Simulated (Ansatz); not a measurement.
A geometry of Si2Mo away from equilibrium: the start of the relaxation of a relaxed Si2Mo cell displaced along its unstable phonon at q = Γ (129i cm⁻¹), largest move 0.15 Å. These are r2SCAN (plane waves to 500 eV, PAW, scalar-relativistic; Ansatz, an electronic-structure program) values and carry that method's errors. Γ-centred k-mesh 9×9×13 on the run's cell (coarser than for final values), Fermi–Dirac smearing 0.05 eV.

```xyz
3
Lattice="4.2946 0.0000 0.0000 -2.1473 3.7193 0.0000 0.0000 0.0000 2.5712" Properties=species:S:1:pos:R:3:forces:R:3 pbc="T T T" free_energy=-6245.128 pressure_GPa=1.5
Mo     0.0000     0.0000    -0.0878    0.0000    0.0000   -0.3894
Si     0.0000     2.4795     1.4356    0.0000    0.0000    0.1947
Si     2.1473     1.2398     1.4356    0.0000    0.0000    0.1947
```

Positions in Å, forces in eV/Å, free energy of the cell in eV (comparable only within this code, potentials and settings). Largest force: 0.39 eV/Å, on Mo1 (atoms numbered as listed); the geometry lies 0.02 eV/atom above the end of its relaxation.

No spin polarisation in the result.

The run could not lose the symmetry of its start: the end is stationary, and may be a saddle point rather than a minimum.

The end of the path is a generated cell of Si2Mo: the first start was made by placing the elements on the sites of a structure type, and the end was not matched to a known phase here, so it may be hypothetical. Known forms of Si2Mo include space group No. 139.
